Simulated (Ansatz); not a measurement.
Phonon dispersion of La$_{3}$YO$_{6}$

Method: Ansatz, DFT PBE, scalar-relativistic, plane waves, PAW. Cutoff 420 eV, 6×6×2 k-points (Γ-centred), fixed occupations. No spin polarisation. Phonons by linear response, acoustic sum rule imposed.

The cell, relaxed at this level:
```
La Y O
1.0
     3.87958    0.00000    0.00000
    -1.93979    3.35981    0.00000
     0.00000    0.00000   12.22697
La Y O
3 1 6
Direct
  0.66667 0.33333 0.87252
  0.33333 0.66667 0.12772
  0.33333 0.66667 0.61163
  0.66667 0.33333 0.37138
  0.66667 0.33333 0.18875
  0.66667 0.33333 0.67274
  0.33333 0.66667 0.33289
  0.33333 0.66667 0.82113
  0.00000 0.00000 0.00759
  0.00000 0.00000 0.49367
```

The structure comes from a generated guess, relaxed at this level; another structure or a mixture of phases may lie lower. The q mesh is coarse, so values between its points are rough.

Force constants from linear response on a 2×2×1 q mesh.

Path: Γ–M–K–Γ–A–L–H–A | L–M | H–K. Only the points of the 2×2×1 mesh were computed; the rest is interpolation, which is rough on so few points. On the mesh no mode is imaginary. Distance along the path (Å⁻¹), then the branches (cm⁻¹, negative for imaginary; the LO field is included):
```
0.000  0 0 0 60 60 90 90 103 108 108 142 174 174 178 179 215 278 349 351 362 382 396 398 402 406 406 407 444 520 552
0.234  28 33 54 68 70 87 96 108 118 135 147 176 184 186 189 216 266 282 345 354 366 378 396 398 406 409 454 462 518 549
0.468  51 58 61 79 94 104 108 111 137 158 175 195 198 200 204 218 239 252 329 334 339 351 382 396 397 406 471 486 522 540
0.701  60 72 74 90 104 112 114 116 125 165 190 204 207 214 218 227 244 266 299 323 324 324 367 379 395 407 481 486 523 530
0.935  64 71 78 102 106 110 115 118 119 161 183 209 218 221 222 233 253 271 290 312 318 319 362 370 396 407 478 494 514 530
1.070  62 72 81 103 107 111 117 118 124 163 185 205 214 222 224 237 253 268 287 304 327 332 356 367 402 416 476 490 510 525
1.205  58 70 87 104 106 118 120 124 132 165 187 202 206 228 229 242 252 262 284 298 333 347 353 364 418 432 469 478 500 511
1.340  56 69 90 105 106 117 123 135 137 171 181 198 214 229 236 245 250 256 280 300 325 344 366 376 437 448 460 468 484 492
1.475  55 68 91 106 109 112 126 138 138 176 177 196 220 228 240 243 250 254 276 303 322 340 371 384 448 456 461 462 471 482
1.745  58 67 88 101 106 113 121 132 142 165 179 194 214 221 233 236 250 254 285 308 326 354 364 368 422 431 466 483 499 503
2.015  44 60 83 85 98 103 116 120 145 153 171 186 204 208 217 224 240 248 312 333 343 347 373 386 404 412 470 493 514 532
2.285  8 52 54 70 75 86 100 111 118 140 148 177 187 188 193 217 262 272 344 350 363 375 393 398 405 409 457 470 517 548
2.555  0 0 0 60 60 90 90 103 108 108 142 174 174 178 179 215 278 349 351 362 382 396 398 402 406 406 407 444 520 552
2.587  5 5 8 59 59 90 90 102 108 108 143 174 174 179 179 200 349 349 362 362 382 396 398 398 404 406 406 410 492 536
2.651  16 16 24 56 56 91 91 95 108 108 148 174 174 179 179 199 350 350 361 361 382 396 398 398 403 406 406 410 492 536
2.715  25 25 39 51 51 83 92 92 107 107 154 174 174 179 179 197 350 350 360 360 382 397 399 399 402 406 406 410 492 536
2.779  35 35 43 43 54 70 93 93 107 107 158 174 174 179 179 195 351 351 359 359 382 398 399 399 402 406 406 410 492 536
2.928  27 35 49 52 64 72 93 98 107 115 157 176 177 179 181 200 312 323 349 358 381 390 398 399 406 409 434 436 499 536
3.162  31 50 68 70 83 96 102 110 130 147 160 182 192 195 198 213 240 269 338 348 350 362 392 396 405 406 464 481 518 540
3.396  52 61 72 87 102 107 112 114 139 162 187 196 204 208 213 218 237 260 313 327 332 334 376 388 396 406 472 495 514 540
3.630  63 68 77 92 109 114 118 118 126 161 191 205 209 218 222 231 251 264 296 319 320 320 364 372 395 407 479 489 518 531
3.814  65 69 79 92 111 116 116 118 126 161 192 205 208 220 222 234 253 263 294 313 321 325 360 368 398 410 482 483 520 526
3.949  64 76 86 92 109 113 117 122 133 163 193 203 211 214 228 239 253 263 285 305 333 343 349 363 410 423 476 478 512 516
4.084  62 85 90 95 109 111 118 124 139 168 189 196 218 221 233 240 252 259 281 302 331 342 363 367 429 439 464 471 497 499
4.219  62 90 93 96 108 111 120 126 138 175 186 192 225 232 236 240 245 255 281 305 322 338 372 380 446 454 457 466 477 484
4.421  62 89 91 97 108 110 120 125 140 173 186 192 222 229 233 240 247 256 281 305 323 341 370 377 436 446 461 471 486 488
4.691  60 78 83 88 101 109 117 119 147 164 182 184 210 215 222 234 245 250 298 315 336 343 367 379 409 420 475 484 512 518
4.961  52 57 62 69 98 100 104 108 143 150 155 184 194 198 207 218 242 250 337 343 346 355 385 399 402 408 470 481 522 536
5.231  31 32 50 52 68 73 93 98 110 116 156 175 178 180 181 202 306 315 350 357 379 388 397 400 406 410 439 441 501 537
5.366  64 69 78 92 112 115 116 119 124 161 192 204 209 220 222 233 253 263 296 318 318 319 362 369 396 407 483 484 522 527
5.430  64 69 78 93 111 115 115 119 123 161 189 208 209 220 222 233 253 264 295 317 318 319 362 370 396 407 481 487 520 528
5.495  64 69 78 97 109 113 115 119 121 162 186 209 214 219 222 233 253 267 293 315 318 319 362 370 396 407 479 490 518 529
5.559  64 70 78 101 107 111 115 119 119 162 184 209 217 220 222 233 253 270 291 313 318 319 362 370 396 407 478 493 515 530
5.623  64 71 78 102 106 110 115 118 119 161 183 209 218 221 222 233 253 271 290 312 318 319 362 370 396 407 478 494 514 530
5.655  62 91 94 94 108 114 121 127 137 176 185 192 226 235 235 240 243 255 281 306 320 337 374 382 448 456 460 462 472 481
5.719  59 84 93 95 108 119 123 127 138 176 182 194 224 232 238 240 246 255 280 305 321 338 373 383 448 456 460 462 471 482
5.784  57 74 92 100 108 117 126 132 138 177 179 195 222 229 240 241 248 254 278 304 322 339 372 384 448 456 461 462 471 482
5.848  55 69 91 105 109 113 126 137 138 177 177 196 221 228 240 243 250 254 277 303 322 340 371 384 448 456 461 462 471 482
```
